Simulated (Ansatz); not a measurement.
## From the elastic tensor of ZnSn2N3 to moduli and sound speeds

Method: DFT PBE, scalar-relativistic, plane waves, PAW in Ansatz. Cutoff 420 eV, 10×10×10 k-points (Γ-centred), Gaussian smearing of 0.10 eV. No spin polarisation.

Space group Imm2 (No. 44), orthorhombic, a = 3.545 Å, b = 10.428 Å, c = 4.896 Å. Around Zn lie 4 N at 2.10–2.12 Å; Sn is surrounded by 4 N at 2.12–2.17 Å; N on a site of symmetry m is surrounded by 1 Zn at 2.12 Å and 3 Sn at 2.16–2.17 Å; N on a site of symmetry mm2 is surrounded by 2 Zn at 2.10 Å and 2 Sn at 2.12 Å.

The cell was found from a proposed guess, not taken from experiment. In a metal, frequencies and elastic constants depend on the k mesh and the smearing, soft modes and shear constants most. Spin–orbit coupling is left out, which matters for heavy elements.

Relaxed-ion constants (GPa, on the Cartesian axes of the calculation):
C11 = 168.5, C12 = 80.9, C13 = 97.1, C22 = 176.5, C23 = 84.5, C33 = 152.8, C44 = 53.2, C55 = 54.7, C66 = 36.0 GPa; the others vanish.

Density 6.326 g/cm³; 6 atoms in 90.51 Å³.

| Property | Result |
| --- | --- |
| Bulk modulus, Voigt / Reuss / Hill | 113.6 / 113.5 / 113.6 GPa |
| Shear modulus, Voigt / Reuss / Hill | 44.5 / 42.3 / 43.4 GPa |
| Young's modulus | 115 GPa |
| Poisson ratio | 0.331 |
| Pugh ratio B/G | 2.62 (over 1.75, the rule of thumb for ductile) |
| Universal anisotropy index | 0.26 |
| Longitudinal and transverse sound speeds | 5206 and 2619 m/s |
| Debye temperature from the mean sound speed | 354 K |
